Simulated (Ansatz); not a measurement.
**TiAu, first-principles data**

TiAu:
```cif
data_Au2Ti2
_chemical_formula_sum 'Ti2 Au2'
_space_group_name_H-M_alt 'P4/nmm :1'
_space_group_IT_number 129
_space_group_name_Hall 'P 4ab 2ab -1ab'
_cell_length_a 3.27862
_cell_length_b 3.27862
_cell_length_c 5.94602
_cell_angle_alpha 90.000
_cell_angle_beta 90.000
_cell_angle_gamma 90.000
loop_
_space_group_symop_operation_xyz
  'x, y, z'
  '-y+1/2, x+1/2, z'
  '-x, -y, z'
  'y+1/2, -x+1/2, z'
  'x+1/2, -y+1/2, -z'
  '-y, -x, -z'
  '-x+1/2, y+1/2, -z'
  'y, x, -z'
  '-x+1/2, -y+1/2, -z'
  'y, -x, -z'
  'x+1/2, y+1/2, -z'
  '-y, x, -z'
  '-x, y, z'
  'y+1/2, x+1/2, z'
  'x, -y, z'
  '-y+1/2, -x+1/2, z'
loop_
_atom_site_label
_atom_site_type_symbol
_atom_site_symmetry_multiplicity
_atom_site_Wyckoff_symbol
_atom_site_fract_x
_atom_site_fract_y
_atom_site_fract_z
_atom_site_occupancy
Ti1 Ti 2 c 0.50000 0.00000 0.13537 1
Au1 Au 2 c 0.00000 0.50000 0.36066 1
```

Space group P4/nmm (No. 129); conventional cell a = 3.279 Å, b = 3.279 Å, c = 5.946 Å, α = 90.00°, β = 90.00°, γ = 90.00°.

Method: the program Ansatz at the LDA level (PAW). The cell and atoms are relaxed at this level. Other levels are named where they apply.

### Cell and energy

```json
{
 "volume_per_atom": "15.98 Å³",
 "density": "12.72 g/cm³",
 "Formation energy from the elements (no fitted shifts)": "-0.48 eV/atom"
}
```

### Electronic structure

```json
{
  "electronic_character": "metallic (no gap)",
  "Density of states at the Fermi level": "0.50 states/eV per atom (mean over ±0.08 eV)"
}
```

### Mechanics

```json
{
 "Bulk modulus (Birch–Murnaghan fit)": "1750 kbar",
 "Pressure derivative B′": "4.8"
}
```

### Phonons

```json
{
  "highest_zone_centre_frequency": "295 cm⁻¹",
  "zone_centre_stability": "no imaginary mode at Γ"
}
```

The workflow started from a Materials Project entry (that database holds measured and hypothetical structures alike); the Crystallography Open Database copy checked does not list it. COD files the formula under space group No. 221. Its standing as an ambient phase is unchecked. The cell was relaxed with LDA under the symmetry of its start. No spin polarisation was allowed. As this level gives no gap, phonon frequencies hold no LO–TO term and depend on the k-mesh and smearing (Fermi–Dirac, 0.1 eV here). Axis ratios of metals converge slowly with the k-mesh, so a and c are less sure than the volume. The references are the lowest solids computed at this level, not always the standard phases. Scalar-relativistic: spin–orbit coupling is off unless named, which matters more the heavier the elements.

Potentials: the later of the program's two PAW sets.
